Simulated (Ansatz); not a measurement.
Relaxed WC (WC type, space group P-6m2):

```
WC
1.0
    2.92185     0.00000     0.00000
   -1.46093     2.53040     0.00000
    0.00000     0.00000     2.84710
W C
1 1
Direct
  0.00000   0.00000   0.00000
  0.66667   0.33333   0.50000
```

Scan: atom 2 (C, nearest neighbour W at 2.207 Å; its periodic images, 2.8 Å or more away, move with it) is displaced towards the nearest neighbour, direction (-0.662, -0.382, -0.645) in Cartesian axes, by s. The other atoms stay.

Calculation: PBE (plane waves to 420 eV, PAW, scalar-relativistic; Ansatz, a quantum-chemistry and plane-wave program). k mesh 15×15×13 (Γ-centred), Fermi-Dirac smearing 0.05 eV. The energy includes the smearing's −TS. Left out: 1 of 11 points, with atoms too close for the PAW data. With partly filled bands, energies and forces of such displacements shift with the k mesh and the smearing. Spin-orbit coupling is left out, though W is heavy. WC is run without spin polarisation. WC was relaxed with its symmetry unable to fall. ΔE is measured from the undisplaced structure. The last digit holds for this mesh only.

```tsv
s (Å)	ΔE (meV/cell)
-0.440	1388.7
-0.352	883.1
-0.264	493.4
-0.176	218.4
-0.088	54.7
0.000	0.0
0.088	56.6
0.176	withheld
0.264	560.9
0.352	1066.5
```

Question: Fit a polynomial form (powers 2, 3, 4) to the given rows and predict ΔE at s = 0.176.

Answer: Least squares on the 9 given rows: ΔE = (7335)·s² + (2110)·s³ + (4025)·s⁴, in meV/cell with s in Å; root-mean-square residual 3.72 meV/cell. At 0.176 the fit gives 242.6 meV/cell; the calculation gives 236.2 meV/cell, so the interpolation is off by 6.4 (+2.7 %). The quadratic term alone would give 227.2 meV/cell.

(A displaced cell: forces are minus the slopes of the energy, force constants its curvatures, and phonons follow from these.)
